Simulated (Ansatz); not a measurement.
## Y2GaNi2, first-principles data

Y₂GaNi₂:
```xyz
5
Lattice="-2.0862 2.6634 4.1292 2.0862 -2.6634 4.1292 2.0862 2.6634 -4.1292" Properties=species:S:1:pos:R:3 pbc="T T T"
Y      0.0000     2.6634     1.6641
Y      2.0862     0.0000     2.4651
Ga     0.0000     0.0000     0.0000
Ni     2.0862     1.4221     0.0000
Ni     0.0000     1.2413     4.1292
```

Space group Immm (No. 71); conventional cell a = 4.1724 Å, b = 5.3268 Å, c = 8.2584 Å, α = β = γ = 90.00°.

Method: r²SCAN (plane waves, PAW; program Ansatz). Geometry: relaxed at this level of theory. Other levels are named where they apply.

Cell and energy:

| Quantity | Result |
|---|---|
| Volume per atom | 18.35 Å³ |
| Density | 6.60 g/cm³ |
| Formation energy from the elements (no fitted shifts) | -0.57 eV/atom |

Electronic structure:

| Item | Result |
|---|---|
| Electronic character | metallic (no gap) |
| Density of states at the Fermi level | 0.57 states/eV per atom (mean over ±0.08 eV) |

The first step of the workflow began from a Materials Project structure, measured or hypothetical; the Crystallography Open Database copy checked does not list it. Whether it is the stable phase at ambient conditions was not checked. The cell was relaxed with r²SCAN under the symmetry of its start; its stability against distortions is not shown here. No spin polarisation was allowed. Axis ratios of metals converge slowly with the k-mesh, so a and c are less sure than the volume. The references are the lowest solids computed at this level, not always the standard phases. Spin–orbit coupling is left out wherever it is not named.

Potentials: the later of the program's two PAW sets.
